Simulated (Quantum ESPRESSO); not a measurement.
Ga2InAlP4, convergence and cost over cutoff and k mesh

Computed values, not a measurement. The program is pw.x of Quantum ESPRESSO 7.5 (plane-wave density functional theory). The cell is made up: 8 atoms on a zincblende/diamond lattice, with randomly drawn elements, strain and displacements, not relaxed. PseudoDojo standard norm-conserving files (v0.5 for PBE, v0.4.1 for LDA and PBEsol) set the functional; there is no spin polarisation, spin-orbit coupling or dispersion term, and the masses in the input are unused placeholders.

Input of the run in row 4:

```
&control calculation='scf', pseudo_dir='./dojo.nc.sr.pbe.v0_5.standard.upf', outdir='./o', disk_io='medium', tprnfor=.true., tstress=.true. /
&system ibrav=0, nat=8, ntyp=4, nbnd=37, ecutwfc=79.96652505, nosym=.true., tot_charge=0,
 occupations='smearing', smearing='fd', degauss=0.0018374661
/
&electrons conv_thr=7.350e-09, electron_maxstep=60, /
ATOMIC_SPECIES
Al 1.0 Al.upf
Ga 1.0 Ga.upf
In 1.0 In.upf
P 1.0 P.upf
CELL_PARAMETERS angstrom
5.831 -0.0242 -0.0852
-0.0242 5.7595 -0.0416
-0.0852 -0.0416 5.8302
ATOMIC_POSITIONS angstrom
Ga -0.0377 0.0117 -0.0293
In -0.2172 2.8766 2.895
Al 2.8397 -0.0908 2.8547
Ga 2.8661 2.8994 -0.0916
P 1.3217 1.4815 1.4684
P 1.4953 4.288 4.4116
P 4.3189 1.3909 4.3224
P 4.372 4.3216 1.2344
K_POINTS automatic
4 4 4 1 1 1
```

The same cell was run at these settings. Meshes are shifted by half a step, and differences are from the last row, which is itself not exact.

```
cutoff (eV)     k mesh  k points solved  threshold (eV)  free energy less the last row's (eV)  pressure (GPa)  largest stress difference (GPa)  largest force difference (eV/Å)  iterations  wall time (s)  k-point pools              processor
        762  2 x 2 x 2                4           1e-04                                 3.822          -29.61                            24.73                            0.031           7             34              1  AMD EPYC, Zen 5 class
       1088  2 x 2 x 2                4           1e-07                                 0.407           -4.76                             0.20                            0.030          11             78              1  AMD EPYC, Zen 5 class
        788  4 x 4 x 4               32           1e-07                                 2.149          -21.95                            17.01                            0.002          11            197              1  AMD EPYC, Zen 5 class
       1088  4 x 4 x 4               32           1e-07                                 0.008           -4.97                             0.02                            0.001          10            388              1  AMD EPYC, Zen 5 class
       1377  6 x 6 x 6              108           1e-07                                 0.000           -4.96                             0.00                            0.000          10            261              4  AMD EPYC, Zen 5 class
```

Each pool is one process. Wall times include start-up and a band step at six k points, which weighs most on the coarsest meshes. The runs were on shared virtual cores whose load varied, so times are rough.